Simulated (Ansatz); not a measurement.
Problem. Name crystals whose computed values (plane-wave PAW PBEsol (Ansatz code)) fall in these windows: Θ_D (K) 620 to 740; G_Hill (GPa) 140 to 190; B₀ by P(V) fit (GPa) 220 to 300.

Solution. 

```
crystal         Θ_D (K)  G_Hill (GPa)  B₀ by P(V) fit (GPa)
--------------  -------  ------------  --------------------
ZrN, rock salt      679           162                   269
```
Others may fit too.

The cell was relaxed under the symmetry of its start. Rows with no word on spin ran without spin polarisation. Spin–orbit coupling is left out wherever it is not named.

Potentials: the later of the program's two PAW sets.
